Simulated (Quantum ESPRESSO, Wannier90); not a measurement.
# Wannier functions of InSe (C2/m)

```xyz
4
Lattice="0.0000 4.1093 0.0000 -1.7232 0.0000 4.7714 5.8264 -2.0547 0.0000" Properties=species:S:1:pos:R:3 pbc="T T T"
In     1.3835     0.0000    -0.2235
In    -1.3835     0.0000     0.2235
Se    -2.4457     2.0547     1.5795
Se     2.4457    -2.0547    -1.5795
```

Cell from Materials Project (mp-21405), symmetrised, no further relaxation. Not found in the COD (Crystallography Open Database) copy used, which has the formula in other groups; not checked further. Computed values, not measurements, from PBEsol: Quantum ESPRESSO (norm-conserving PseudoDojo potentials, cutoff 69 Ry, no spin polarisation, no spin-orbit coupling) on a Γ-centred 4×6×4 mesh, then Wannier90. Density: 8×6×8 mesh, cold smearing 0.01 Ry. The cell is built of weakly bound layers, chains or molecules, whose nearest atoms lie 3.55 Å apart. Database cells relaxed without dispersion often hold them too far apart, which can enlarge gaps and weakens couplings between them; spacing and stacking were not compared with the measured crystal. Spin-orbit coupling is left out although heavy elements are present.

Functional, cutoff and mesh named above are those of the base row (1); the first column says what each row takes instead. Model: 9 functions from bands 21-29, start SCDM (isolated) (the valence bands). Energies are relative to the valence-band maximum; the misfit is to pw.x on a path, for all bands of the set. The lattice is scaled uniformly, fractional positions fixed. Ω_total can sit in another minimum from row to row; Ω_I of an isolated set cannot.

| scale | Ω_I (Å²) | Ω_total (Å²) | rms misfit (meV) | gap (eV) | bottom of band 21 (eV) |
|---|---|---|---|---|---|
| 0.985 | 18.90 | 20.79 | 20 | 1.17 | -13.40 |
| 1 | 18.92 | 20.85 | 19 | 1.10 | -13.13 |
| 1.015 | 19.03 | 21.01 | 18 | 1.03 | -12.88 |
| 1.03 | 19.21 | 21.25 | 18 | 0.95 | -12.66 |
